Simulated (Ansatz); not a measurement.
Here is the system:

SrO:
```xyz
2
Lattice="0.0000 2.5801 2.5801 2.5801 0.0000 2.5801 2.5801 2.5801 0.0000" Properties=species:S:1:pos:R:3 pbc="T T T"
Sr     2.5801     2.5801     2.5801
O      0.0000     0.0000     0.0000
```

This is the r²SCAN-relaxed structure.

Problem. All from r²SCAN in the plane-wave PAW code Ansatz, unless another level is named. Give the Young's modulus.

Solution. 148 GPa.

Problem. And the elastic constants (relaxed ions, GPa)?

Solution. C11 = 183, C12 = 48.8, C44 = 55.4.

Problem. And the vibrational entropy at 300 K?

Solution. 27.4 J/(K·mol of atoms).

Space group Fm-3m (rock salt). The cell was relaxed with r²SCAN under the symmetry of its start; phonons on a q-mesh show no instability.

Potentials: the earlier of the program's two PAW sets.
